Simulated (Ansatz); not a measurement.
HgTe (zinc blende)

```yaml
crystal:
  lattice:
    - [0.00000, 3.25489, 3.25489]
    - [3.25489, 0.00000, 3.25489]
    - [3.25489, 3.25489, 0.00000]
  atoms:
    - { symbol: Te, position: [0.75000, 0.75000, 0.75000] }
    - { symbol: Hg, position: [0.00000, 0.00000, 0.00000] }
```

The slice is a {100} plane (indices of the conventional cell) through the point (0.000, 0.000, 0.000) (fractional), spanned by u = [100] and v = [0 1 -1] in vectors of this cell: u (4.60 Å) and v (4.60 Å, at 90° to u). It covers one period; positions are fractions (u, v).

Calculation: PBEsol (plane waves to 420 eV, PAW, scalar-relativistic; Ansatz, an electronic-structure program). k mesh 9×9×9. These are valence fields of a PAW run, semicore shells included where kept as valence: close to a nucleus they are smooth pseudo fields. At this level the bands of HgTe touch or barely overlap. HgTe was relaxed with its symmetry unable to fall. Spin-orbit coupling is left out, though Hg and Te are heavy.

Three fields on this plane, each scaled to ten steps between its own extremes (0 low, 9 high; the total valence density on a logarithmic scale, the potential cut 8 eV below its top; x marks points blanked near nuclei; v = 0 in the bottom row):

Map A
```
|xxxxxxx655678999876556xxxxxx|
|xxxxxx76555689998755567xxxxx|
|xxxxxx65555678887655556xxxxx|
|xxxxx7655445667665445567xxxx|
|xxxx765544444555444445567xxx|
|xx7665543333334333333455667x|
|6665554332222222222233455566|
|5555543321111111111123345555|
|5555443211000000000112344555|
|6655443210000000000012344556|
|7776543210000000000012345677|
|8887643210000000000012346788|
|9998653210000000000012356899|
|9998754210000000000012457899|
|9998653210000000000012356899|
|8887643210000000000012346788|
|7776543210000000000012345677|
|6655443210000000000012344556|
|5555443211000000000112344555|
|5555543321111111111123345555|
|6665554332222222222233455566|
|xx7665543333334333333455667x|
|xxxx765544444555444445567xxx|
|xxxxx7655445667665445567xxxx|
|xxxxxx65555678887655556xxxxx|
|xxxxxx76555689998755567xxxxx|
|xxxxxxx655678999876556xxxxxx|
|xxxxxxx655678999876556xxxxxx|
```

Map B
```
|xxxxxxx046777777777640xxxxxx|
|xxxxxx01467777777776410xxxxx|
|xxxxxx02577888888877520xxxxx|
|xxxxx0146788888888876410xxxx|
|xxxx003578888888888875300xxx|
|xx0013578889999999888753100x|
|0012457889999999999988754210|
|4445678899999999999998876544|
|6667788999999999999999887766|
|7777888999999999999999888777|
|7778889999999999999999988877|
|7778889999999999999999988877|
|7778889999999999999999988877|
|7778889999999999999999988877|
|7778889999999999999999988877|
|7778889999999999999999988877|
|7778889999999999999999988877|
|7777888999999999999999888777|
|6667788999999999999999887766|
|4445678899999999999998876544|
|0012457889999999999988754210|
|xx0013578889999999888753100x|
|xxxx003578888888888875300xxx|
|xxxxx0146788888888876410xxxx|
|xxxxxx02577888888877520xxxxx|
|xxxxxx01467777777776410xxxxx|
|xxxxxxx046777777777640xxxxxx|
|xxxxxxx046777777777640xxxxxx|
```

Map C
```
|xxxxxxx876665555566678xxxxxx|
|xxxxxx98766555555566789xxxxx|
|xxxxxx98765555555556789xxxxx|
|xxxxx9876555444445556789xxxx|
|xxxx987655444444444556789xxx|
|xx9987665444333334445667899x|
|9888766544333333333445667888|
|7777655443322222223344556777|
|6666554433222111222334455666|
|6665544332211111112233445566|
|6655544322111000111223445556|
|5555443322110000011223344555|
|5555443321100000001123344555|
|5555443321100000001123344555|
|5555443321100000001123344555|
|5555443322110000011223344555|
|6655544322111000111223445556|
|6665544332211111112233445566|
|6666554433222111222334455666|
|7777655443322222223344556777|
|9888766544333333333445667888|
|xx9987665444333334445667899x|
|xxxx987655444444444556789xxx|
|xxxxx9876555444445556789xxxx|
|xxxxxx98765555555556789xxxxx|
|xxxxxx98766555555566789xxxxx|
|xxxxxxx876665555566678xxxxxx|
|xxxxxxx976665555566679xxxxxx|
```

Problem. Assign the maps to these fields: electron localisation function (ELF); valence electron density; electrostatic potential energy of an electron, from the cell's mean.

Solution. A is the electron localisation function (ELF); B is the electrostatic potential energy of an electron, from the cell's mean; C is the valence electron density.
